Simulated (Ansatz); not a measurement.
ScF₃:
```cif
data_F3Sc
_chemical_formula_sum 'Sc1 F3'
_space_group_name_H-M_alt 'Pm-3m'
_space_group_IT_number 221
_space_group_name_Hall '-P 4 2 3'
_cell_length_a 4.02048
_cell_length_b 4.02048
_cell_length_c 4.02048
_cell_angle_alpha 90.000
_cell_angle_beta 90.000
_cell_angle_gamma 90.000
loop_
_atom_site_label
_atom_site_type_symbol
_atom_site_symmetry_multiplicity
_atom_site_Wyckoff_symbol
_atom_site_fract_x
_atom_site_fract_y
_atom_site_fract_z
_atom_site_occupancy
Sc1 Sc 1 a 0.00000 0.00000 0.00000 1
F1 F 3 d 0.00000 0.00000 0.50000 1
```

Relaxed with PBEsol. PBEsol in the plane-wave PAW code Ansatz gives a gap of 6.26 eV.

Problem. What gap does HSE06 give on the same cell (Ansatz, PAW)?

Solution. 8.84 eV, 2.57 eV more. The hybrid was solved on a coarser mesh and at special points; its gap is the smallest among all of these.

```
k  v1 PBEsol  c1 PBEsol    v1 HSE06    c1 HSE06
-  ---------  ---------  ----------  ----------
Γ      -0.53       6.26       -0.51        8.84
R       0.00       7.86  (withheld)  (withheld)
M       0.00       7.19  (withheld)  (withheld)
X      -0.54       6.30  (withheld)  (withheld)
```

Problem. Top valence (v1) and lowest conduction level (c1) in eV from each method's valence maximum (which need not be a listed point): supply the withheld HSE06 values.

Solution. 
- X, v1 HSE06: -0.54
- X, c1 HSE06: 8.88
- M, v1 HSE06: 0.00
- M, c1 HSE06: 9.80
- R, v1 HSE06: 0.00
- R, c1 HSE06: 10.54

Cost on shared cores: the PBEsol run (SCF on a 7×7×7 mesh, then bands and DOS) very roughly 6 core-seconds, the HSE06 run (SCF on 5×5×5, then a few points) about 40 core-seconds (a rough figure); the tasks are unlike.

The first step of the workflow began from a Materials Project structure, measured or hypothetical; the Crystallography Open Database files this formula in space group No. 221, but the cells were not matched. Whether it is the stable phase at ambient conditions was not checked. The PBEsol relaxation kept the symmetry of its start; its stability against distortions is not shown here. The run is not spin-polarised.

Potentials: the later of the program's two PAW sets.
